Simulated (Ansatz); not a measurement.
Level of theory: DFT PBE, scalar-relativistic, plane waves, PAW (Ansatz 0.2.0). All cells share a 420 eV cutoff and Γ-centred k meshes spaced about 0.3 Å⁻¹ or finer (0.25 for metals, 2π included). Collinear spin where magnetic atoms keep a moment.

Temperature and zero-point effects are left out.

Two relaxed structures of Sc4BP3:

1. (no moments)

```yaml
crystal:
  lattice:
    - [3.70353, 0.00000, 0.00000]
    - [0.00000, 3.70353, 0.00000]
    - [0.00000, 0.00000, 10.43105]
  atoms:
    - { symbol: Sc, position: [0.00000, 0.00000, 0.75662] }
    - { symbol: Sc, position: [0.00000, 0.00000, 0.24338] }
    - { symbol: Sc, position: [0.50000, 0.50000, 0.00000] }
    - { symbol: Sc, position: [0.50000, 0.50000, 0.50000] }
    - { symbol: B, position: [0.00000, 0.00000, 0.00000] }
    - { symbol: P, position: [0.00000, 0.00000, 0.50000] }
    - { symbol: P, position: [0.50000, 0.50000, 0.75248] }
    - { symbol: P, position: [0.50000, 0.50000, 0.24752] }
```

2. (no moments)

```yaml
crystal:
  lattice:
    - [5.23501, 0.00000, 0.00000]
    - [0.00000, 5.23501, 0.00000]
    - [0.00000, 0.00000, 5.23501]
  atoms:
    - { symbol: Sc, position: [0.50000, 0.00000, 0.00000] }
    - { symbol: Sc, position: [0.50000, 0.50000, 0.50000] }
    - { symbol: Sc, position: [0.00000, 0.50000, 0.00000] }
    - { symbol: Sc, position: [0.00000, 0.00000, 0.50000] }
    - { symbol: B, position: [0.00000, 0.00000, 0.00000] }
    - { symbol: P, position: [0.50000, 0.00000, 0.50000] }
    - { symbol: P, position: [0.50000, 0.50000, 0.00000] }
    - { symbol: P, position: [0.00000, 0.50000, 0.50000] }
```

**Question.** Which placement of the atoms is lower in energy, and by how much?

**Answer.** Cell 1 is lower, by 7 meV/atom. The two share one framework of sites and differ in which element sits where. Cell 1 has space group P4/mmm (No. 123), 17.9 Å³/atom and no gap on its mesh; cell 2 has space group Pm-3m (No. 221), 17.9 Å³/atom and no gap. Counting B or P atoms around Sc (for each partner element, those within 1.25 times its shortest distance or 1.15 times the sum of covalent radii, where it is the nearest in units of that sum or under 1.3), cell 1 and cell 2 both have Sc 6. In cell 1, Sc on a site of symmetry 4mm is surrounded by 1 B at 2.54 Å and 5 P at 2.62–2.68 Å; around B lie 6 Sc at 2.54–2.62 Å; P on a site of symmetry 4/mmm is surrounded by 6 Sc at 2.62–2.68 Å; 3 more sites not described. In cell 2, around Sc on a site of symmetry 4/mmm lie 2 B at 2.62 Å and 4 P at 2.62 Å; around B lie 6 Sc at 2.62 Å; P has 6 Sc at 2.62 Å; 1 more site not described. Both come from trial cells of a structure search, whose lowest cell (Pm, 17.4 Å³/atom) lies 41 meV/atom below the lower of the two.

For metals, differences of a few meV/atom aren't resolved. Trial moments fell under 0.15 μB along the way in P4/mmm and Pm-3m; another start might hold them. With atoms moved at random, cell 1 came back. Cell 2 had no clear such test and can be a saddle point.
